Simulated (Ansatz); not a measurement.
**Computed frozen-phonon scan: GaN (wurtzite)**

Starting cell, GaN (wurtzite):

```
CELL_PARAMETERS angstrom
      3.21838     0.00000     0.00000
     -1.60919     2.78720     0.00000
      0.00000     0.00000     5.24320
ATOMIC_POSITIONS crystal
  Ga 0.66667 0.33333 0.00096
  Ga 0.33333 0.66667 0.50096
  N  0.66667 0.33333 0.62424
  N  0.33333 0.66667 0.12424
```

The atoms are displaced by Q × the pattern below (from a DFPT mode at Γ, largest move 1; Q in Å), at fixed cell.

```json
[
 {"atom": "Ga1", "x": "0.000", "y": "0.000", "z": "-0.201"},
 {"atom": "Ga2", "x": "0.000", "y": "0.000", "z": "-0.201"},
 {"atom": "N3", "x": "0.000", "y": "0.000", "z": "1.000"},
 {"atom": "N4", "x": "0.000", "y": "0.000", "z": "1.000"}
]
```

All values below come from PBE (plane waves to 420 eV, PAW, scalar-relativistic; Ansatz, a quantum-chemistry and plane-wave program). k mesh 12×12×6 (Γ-centred), Fermi-Dirac smearing 0.05 eV. E stands for the smeared free energy. Stress and pressure are positive under compression. GaN was relaxed with its symmetry unable to fall. ΔE is measured from the undisplaced structure.

```tsv
Q (Å)	ΔE (eV/cell)	−dE/dQ from forces (eV/Å)	P (GPa)
-0.280	0.635	2.886	5.6
-0.233	0.496	3.022	4.4
-0.187	0.356	2.964	3.2
-0.140	0.223	2.675	2.0
-0.093	0.110	2.116	1.0
-0.047	0.031	1.243	0.3
0.000	0.000	0.000	0.0
0.047	0.037	-1.681	0.2
0.093	0.165	-3.886	1.2
0.140	0.410	-6.725	3.2
0.187	0.805	-10.343	6.3
0.233	1.390	-14.929	10.9
0.280	2.217	-20.739	17.2
```

Summary:

| Item | Result |
|---|---|
| Energy at Q = 0.280 Å | 2217 meV/cell |
| Space group of the distorted cell | P6_3mc (No. 186), as undistorted: a fully symmetric mode |
| Symmetry of the curve | not even: the positive side lies higher at ±0.280 Å |
| Shape of the curve | a single well with its minimum at or next to zero displacement |
| Harmonic wavenumber from the curvature (finite differences) | 501 cm⁻¹ |
| Wavenumber by perturbation theory (DFPT, on another k mesh) | 501 cm⁻¹ |

(A displaced cell: forces are minus the slopes of the energy, force constants its curvatures, and phonons follow from these.)
